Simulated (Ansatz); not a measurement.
CsBr (CsCl type)

```
CELL_PARAMETERS angstrom
      4.32348     0.00000     0.00000
      0.00000     4.32348     0.00000
      0.00000     0.00000     4.32348
ATOMIC_POSITIONS crystal
  Cs 0.00000 0.00000 0.00000
  Br 0.50000 0.50000 0.50000
```

The slice is a {110} plane (indices of the conventional cell) through the point (0.000, 0.000, 0.000) (fractional), spanned by u = [100] and v = [011] in vectors of this cell: u (4.32 Å) and v (6.11 Å, at 90° to u). It covers one period; positions are fractions (u, v).

Calculation: r2SCAN (plane waves to 500 eV, PAW, scalar-relativistic; Ansatz, an electronic-structure program). k mesh 8×8×8. Inside the PAW spheres the values are not all-electron values, and peaks at nuclei hang on which shells count as valence. CsBr was relaxed with its symmetry unable to fall.

Question: Predict the map of the valence electron density on the slice.

Answer: 
```
|6677999999998877665544444444556677889999999977|
|8899999999998877665544333344556677889999999999|
|9999999999888877665544333344556677888899999999|
|9999999999887766554444444444445566778899999999|
|9999998888776666554444444444445566667788889999|
|8888887777666655555555555555555555666677778888|
|7777777766665555555555555555555555556666777777|
|6666666655555555666666666666666655555555666666|
|5555555555556666667777777777776666665555555555|
|4444445555666677777788888888777777666655554444|
|4444445555667777888899999999888877776655554444|
|4444445566777788999999999999999988777766554444|
|4444555566778888999999999999999988887766555544|
|4444556666778899999999999999999999887766665544|
|4444556677778899999999888899999999887777665544|
|4444556677888899999988666688999999888877665544|
|4444556677778899999999888899999999887777665544|
|4444556666778899999999999999999999887766665544|
|4444555566778888999999999999999988887766555544|
|4444445566777788999999999999999988777766554444|
|4444445555667777888899999999888877776655554444|
|4444445555666677777788888888777777666655554444|
|5555555555556666667777777777776666665555555555|
|6666666655555555666666666666666655555555666666|
|7777777766665555555555555555555555556666777777|
|8888887777666655555555555555555555666677778888|
|9999998888776666554444444444445566667788889999|
|9999999999887766554444444444445566778899999999|
|9999999999888877665544333344556677888899999999|
|8899999999998877665544333344556677889999999999|
|6677999999998877665544444444556677889999999977|
|0066889999998877665544444444556677889999998866|
```
Scale: ten equal steps from -3.00 (start of '0') to 0.07 (end of '9'), in the order '0123456789'. Values: log₁₀ of the valence density in e/Å³. The map has 23 points along u (two characters each, u = 0 at the left) and 32 along v (v = 0 in the bottom row). The scale is logarithmic, as a density can span decades between atoms and voids; values under 0.001 e/Å³ are set to 0.001.
